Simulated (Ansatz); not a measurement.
NbRh:
```cif
data_NbRh
_chemical_formula_sum 'Rh1 Nb1'
_space_group_name_H-M_alt 'P4/mmm'
_space_group_IT_number 123
_space_group_name_Hall '-P 4 2'
_cell_length_a 2.84865
_cell_length_b 2.84865
_cell_length_c 3.85225
_cell_angle_alpha 90.000
_cell_angle_beta 90.000
_cell_angle_gamma 90.000
loop_
_atom_site_label
_atom_site_type_symbol
_atom_site_symmetry_multiplicity
_atom_site_Wyckoff_symbol
_atom_site_fract_x
_atom_site_fract_y
_atom_site_fract_z
_atom_site_occupancy
Rh1 Rh 1 d 0.50000 0.50000 0.50000 1
Nb1 Nb 1 a 0.00000 0.00000 0.00000 1
```

Relaxed at zero pressure with the program Ansatz at the r²SCAN level (PAW).

Q: The volume is raised by 3 % and shape and atoms relax at that volume. What pressure results, and how do the axes share the change?

A: -6.5 GPa; a 1.1 %, b 1.1 %, c 0.8 %; the energy rises by 10 meV/atom.

Q: Give the new structure.

A: 
Space group P4/mmm (No. 123); a = b = 2.8798 Å, c = 3.8825 Å, α = β = γ = 90.00°

```json
[
 {"atom": "Rh", "site": "1d", "symmetry": "4/mmm", "x": "0.5000", "y": "0.5000", "z": "0.5000"},
 {"atom": "Nb", "site": "1a", "symmetry": "4/mmm", "x": "0.0000", "y": "0.0000", "z": "0.0000"}
]
```

The phase is kept; no other phase was compared at this pressure.

The workflow started from an entry of the Crystallography Open Database (COD), which files this formula under 2 space groups. Whether it is the stable phase at ambient conditions was not checked. The r²SCAN relaxation kept the symmetry of its start; its stability against distortions is not shown here. The run is not spin-polarised. Axis ratios of metals converge slowly with the k-mesh, so a and c are less sure than the volume.

Potentials: the later of the program's two PAW sets.
